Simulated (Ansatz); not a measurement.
Ansatz (a program for electronic structure) input:

Ansatz 0.2 input:
```yaml
crystal:
  lattice:
    - [4.8446510347, 1.997566543, 0.0]
    - [-4.8446510347, 1.997566543, 0.0]
    - [-1.8497772663, 0.0, 5.4835280431]
  atoms:
    - { symbol: Li, position: [0.2868981523, 0.7131018477, 0.6546280997] }
    - { symbol: Li, position: [0.7131018477, 0.2868981523, 0.3453719003] }
    - { symbol: Li, position: [0.3083391929, 0.6916608071, 0.1388433336] }
    - { symbol: Li, position: [0.6916608071, 0.3083391929, 0.8611566664] }
    - { symbol: Li, position: [0.0, 0.0, 0.5] }
    - { symbol: Ta, position: [0.0, 0.0, 0.0] }
    - { symbol: O, position: [0.1461460571, 0.8538539429, 0.8262298537] }
    - { symbol: O, position: [0.8538539429, 0.1461460571, 0.1737701463] }
    - { symbol: O, position: [0.1570656137, 0.8429343863, 0.31816359] }
    - { symbol: O, position: [0.8429343863, 0.1570656137, 0.68183641] }
    - { symbol: O, position: [0.5, 0.5, 0.0] }
kpoints:
  mp_grid: { grid: [8, 8, 5] }
basis: { xc_grid: 2 }
hamiltonian:
  xc: pbesol
  pseudopotentials: { kind: paw }
scf:
  occupations: { method: fixed }
checkpoint: { read: static.run }
output: { write_density: true, elf: true, volumetric_format: npy }
```

Output (shortened):

```
Pseudopotentials: kind: paw
Pseudopotential: Li, paw, valence charge 3
Pseudopotential: Ta, paw, valence charge 13
Pseudopotential: O, paw, valence charge 6
Functional definition: PBEsol
Crystal: 11 atoms, lattice volume = 106.134 Å³
Basis set: ecut = 420 eV, 2093 PW (Γ), exchange–correlation on 72×72×80 points (8 copies of the dense FFT grid, shifted against one another)
Bands: 40, of which v1, the nominal top of the filled ones, is band 29 counted from 1 (28 counted from 0)
Symmetry: 4 space group operations
Space group: C2/m (ITA 12), of the structure as read, at distance tolerance 4.7e-5 Å
k-points: 93 of 320
PAW frozen core: Ta, regenerated for the run's functional, and the local potential with it
PAW frozen core: O, regenerated for the run's functional, and the local potential with it
Initial density: read from a saved state, or passed on in memory by an earlier SCF of this step, an earlier step, the calling program or the single point that …
Stability of the state it starts from, as read at its close in the unpolarized treatment …
Initial wavefunctions: pseudopotential atomic-orbital guess
Eigensolver: davidson
Functional: x = pbesol(κ = 0.804, μ = 0.12345679012345678), c = pbesol(β = 0.046)
iter 1 solved again at ethr=4.39e-9 eV; its pass at ethr=3.10e-3 eV (dr2=2.55e-6 eV) is discarded
SCF iter   1: F=—  HF=-13639.132195 eV  |F-HF|=—  |Δ(HF+E_count)|=         —  Δρ=3.92e-7  dr2=1.53e-10  ethr=4.39e-9  ⟨swp⟩=3.9  Hψ=23886  notcnv=0  defer=835
all-band conjugate gradients solve this SCF's bands
preconditioner: auto → Resta (q_TF=auto, 2.467 Å⁻¹)
SCF iter   2: F=-13639.132195 eV  HF=-13639.132195 eV  |F-HF|=1.27e-11  |Δ(HF+E_count)|=   3.39e-8  Δρ=2.01e-7  dr2=5.22e-11  ethr=1.00e-12  ⟨swp⟩=11.1  Hψ=16964  notcnv=0
SCF 1 converged in 2 iterations: F = -13639.132195 eV  dr2 = 5.22e-11
SCF converged after 2 iterations
Free energy (F): -13639.132195 eV
Harris-Foulkes:  -13639.132195 eV  (|F-HF|=1.27e-11)
Internal energy: -13639.132195 eV  (E = F + TS)
E sigma→0 (E₀):  -13639.132195 eV
Fermi energy:    5.220318 eV
--- Per-component energies (eV) ---
  E_band       = -674.864301
  E_kinetic    = 1356.305958
  E_local      = -3671.801978  (includes V_loc(G=0)·N_el)
  E_nonlocal   = 93.330743
  E_hartree    = 1323.276693
  E_xc         = -638.955981
  E_vxc        = -746.235230  (∫ρ·V_xc dr)
  E_paw        = -9133.128519  (= ΣΔE_a)
  E_vpaw       = -353.029532  (= ΣTr[D̂ρ^β])
  E_aug_tail   = 0.012333  (compensation charges beyond the density's cutoff)
  E_ewald      = -2968.561530
  E_core_change = 0.390086  (= ΣΔE_core)
  E_smearing   =  0.000000  (= −TS)
  E_closure    =  0.000000  (closes the sum)
  Σ components = -13639.132195   (vs F -13639.132195, Δ=0.00e0)
  [band-id]    e_kinetic+e_local+e_nonlocal+2·e_hartree+e_vxc+e_vpaw+e_augmentation_tail = -674.864320   (vs E_band -674.864301, Δ=-1.93e-5)
--- Band table (eV; the first three rows and the last of 93) ---
  k-point 0: bands = ["-61.6258", "-37.3232", "-37.0560", "-37.0092", "-36.6892", "-36.6523", "-28.2991", "-28.2582", "-28.2164", "-12.0661", "-11.1490", "-10.6495", "-10.2323", "-9.9597", "1.2487", "1.6393", "1.9808", "2.1057", "2.2890", "2.9912", "3.0512", "3.0644", "3.4670", "4.0473", "4.0792", "4.7062", "4.9182", "5.1180", "5.1748", "9.0508", "9.4160", "9.8212", "10.4064", "12.8438", "13.8849", "14.3953", "14.8331", "15.2424", "15.7887", "16.5202"]
  k-point 1: bands = ["-61.6258", "-37.3233", "-37.0558", "-37.0093", "-36.6897", "-36.6519", "-28.2991", "-28.2580", "-28.2162", "-12.0636", "-11.1246", "-10.6573", "-10.2361", "-9.9904", "1.3221", "1.7408", "2.0524", "2.1607", "2.3066", "2.9696", "3.0368", "3.0875", "3.5786", "3.9522", "4.0826", "4.6433", "4.7485", "4.7812", "5.0843", "9.2048", "9.4267", "10.0943", "10.4618", "12.7902", "13.6609", "14.1335", "15.2841", "15.3322", "16.0087", "16.4943"]
  k-point 2: bands = ["-61.6258", "-37.3233", "-37.0556", "-37.0094", "-36.6905", "-36.6513", "-28.2991", "-28.2577", "-28.2158", "-12.0597", "-11.0882", "-10.6318", "-10.3148", "-10.0019", "1.2890", "2.0935", "2.2550", "2.3022", "2.3856", "2.9223", "2.9509", "3.2627", "3.6322", "3.8068", "4.0133", "4.0800", "4.4260", "4.6121", "5.0265", "9.3491", "9.5391", "10.5194", "10.6467", "12.4379", "13.3211", "14.2414", "15.5023", "15.6723", "16.1900", "16.6064"]
  k-point 92: bands = ["-61.6258", "-37.3230", "-37.0559", "-37.0095", "-36.6910", "-36.6512", "-28.2993", "-28.2572", "-28.2159", "-12.0184", "-10.9103", "-10.8247", "-10.3836", "-9.9641", "1.4042", "1.8479", "2.2957", "2.3321", "2.4437", "2.5762", "2.9747", "3.3987", "3.4793", "3.8830", "3.9868", "4.4183", "4.6137", "4.7101", "4.9222", "9.1052", "9.2561", "10.3093", "11.2367", "12.4611", "12.9639", "14.2655", "15.7052", "15.7068", "16.0714", "16.8893"]
  band table: 40 of 40 bands, residual norms ≤ 1.0e-3 eV
```

Cost: very roughly 25 core-seconds on shared cores.

The first step of the workflow began from a Materials Project structure, measured or hypothetical; the Crystallography Open Database copy checked does not list it. Its standing as an ambient phase is unchecked. The PBEsol relaxation kept the symmetry of its start; whether a distortion lowers the energy is not shown. No spin polarisation was allowed. Scalar-relativistic: spin–orbit coupling is off unless named, which matters more the heavier the elements.

Potentials: the later of the program's two PAW sets.

Ansatz is a plane-wave DFT program.
